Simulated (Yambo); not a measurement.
A G0W0@LDA run in Yambo for ZnO (wurtzite, space group P6_3mc, No. 186) (6×6×4 Γ-centred k mesh, bands 9 to 125 and a 10 Ry block in the screening, 125 bands in G with the Bruneval-Gonze terminator, plasmon pole fitted at 27.2 eV) gives these matrix elements, in eV, at the band edges (Γ → Γ):

```csv
state,E0,<Vxc>,<Σx>,<Σc(E0)>,Z
valence edge,0.000,-25.231,-31.212,4.671,0.788
conduction edge,0.871,-13.461,-9.408,-3.234,0.833
```

Task: Solve the linearised quasiparticle equation for both states, give the gap, and say how exchange and correlation each act on it.

Result: E = E0 + Z(Σx + Σc − Vxc). Valence: 0.000 + 0.788 × (-31.212 + (4.671) − (-25.231)) = -1.03 eV. Conduction: 0.871 + 0.833 × (-9.408 + (-3.234) − (-13.461)) = 1.55 eV. The gap is 2.58 eV, against 0.87 eV in LDA. Replacing Vxc by bare exchange alone would open it by 10.03 eV; correlation takes back 7.91 eV of that, and Z scales what is left. Nearest settings tried, and what they do to the gap: 84 bands in W, 84 bands in G: +63 meV; 8 Ry block (123 vectors against 159): -31 meV; 6×6×2 mesh: -82 meV. So the settings aren't converged at that level. Oxides, nitrides and fluorides with a shallow 3d shell are known to need far more bands and larger blocks. 

Geometry relaxed with LDA; primitive cell a = b = 3.184 Å, c = 5.146 Å, α = β = 90.00°, γ = 120.00°.
